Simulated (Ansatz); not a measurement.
**NiSb, one structure, two calculations**

Cell: an entry of the Crystallography Open Database (COD; perhaps a calculated or model structure), whose atoms a relaxation with PBE at fixed cell left in place.

```
CELL_PARAMETERS angstrom
3.94000 0.00000 0.00000
-1.97000 3.41214 0.00000
0.00000 0.00000 5.14000
ATOMIC_POSITIONS crystal
Ni 0.00000 0.00000 0.00000
Ni 0.00000 0.00000 0.50000
Sb 0.33333 0.66667 0.25000
Sb 0.66667 0.33333 0.75000
```

Atom numbers follow the list; atoms alike are taken as one site, whose name carries the number of the first.

First run. Method: Kohn–Sham DFT in Ansatz, PBE, plane waves and PAW, scalar-relativistic, collinear spin, 420 eV cutoff, Γ-centred 10×10×7 k-points, Fermi–Dirac smearing 0.05 eV. Start moments as typed (μB): 3 on each Ni, none on the rest. The program fits them to the shells of the files, so those used differ somewhat.

```json
{"site": "Ni", "atom": "1", "V_zz (10²¹ V/m²)": "-2.27", "η": "0.00"}
{"site": "Sb", "atom": "3", "V_zz (10²¹ V/m²)": "7.84", "η": "0.00"}
```

Second run. The same atoms and settings, except that the functional is r2SCAN and the cutoff is 500 eV.

Question: What does the second run give?

Answer: 

| site | atom | V_zz | η | change of V_zz |
| --- | --- | --- | --- | --- |
| Ni | 1 | -3.03 | 0.00 | -0.76 |
| Sb | 3 | 8.37 | 0.00 | +0.53 |

The largest change of V_zz is on Ni, from -2.27 to -3.03. In per cent, |V_zz| changes by +33 on Ni, +7 on Sb (all sites that start above 2).

The run finds no gap above 0.1 eV (a metal, or nearly one), so the gradients can move by 10 % or more with the k-mesh. Without spin–orbit coupling (the program notes it for Sb) the gradients can shift somewhat, as the gap is small. With these PAW files V_zz is typically within 2 to 3 % of all-electron values, but misses above 10 % occur on Ni, Sb. The start moments die out, and the run ends without spin.
For the second run: The program didn't check the stability of this electronic state in full, so a lower one may lie near.
